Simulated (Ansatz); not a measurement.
SiC (zinc blende)

```
CELL_PARAMETERS angstrom
      0.00000     4.37975     4.37975
      2.18988     0.00000     2.18988
      2.18988     2.18988     0.00000
ATOMIC_POSITIONS crystal
  C  0.37500 0.75000 0.75000
  C  0.87500 0.75000 0.75000
  Si 0.00000 0.00000 0.00000
  Si 0.50000 0.00000 0.00000
```

A phonon eigenvector at L = (0.5, 0.0, 0.0) is frozen into this cell: atom i moves by Q times the vector below, so Q is the largest atomic displacement, in Å. The cell is held. It is one choice among 2 degenerate patterns. (q is in reciprocal vectors of the primitive cell; the cell shown is doubled to hold the pattern.)

```json
[
 {"atom": "C1", "x": "0.285", "y": "-0.520", "z": "0.805"},
 {"atom": "C2", "x": "-0.285", "y": "0.520", "z": "-0.805"},
 {"atom": "Si3", "x": "0.109", "y": "-0.198", "z": "0.307"},
 {"atom": "Si4", "x": "-0.109", "y": "0.198", "z": "-0.307"}
]
```

Level of theory: PBE (plane waves to 420 eV, PAW, scalar-relativistic; Ansatz, a program for electronic structure). k mesh 13×13×13 (Γ-centred), Fermi-Dirac smearing 0.05 eV. Energies are smeared free energies. Compression counts positive. SiC was relaxed with its symmetry unable to fall. ΔE is measured from the undisplaced structure.

### Question
Give the computed ΔE (eV/cell) and P (GPa) at Q (Å) = -0.100, -0.083, -0.050, 0.033, 0.100.

### Answer
```
Q (Å)   ΔE (eV/cell)  P (GPa)
------  ------------  -------
-0.100         0.334     2.48
-0.083         0.231     1.71
-0.050         0.083     0.61
0.033          0.037     0.27
0.100          0.334     2.48
```

(A displaced cell: forces are minus the slopes of the energy, force constants its curvatures, and phonons follow from these.)
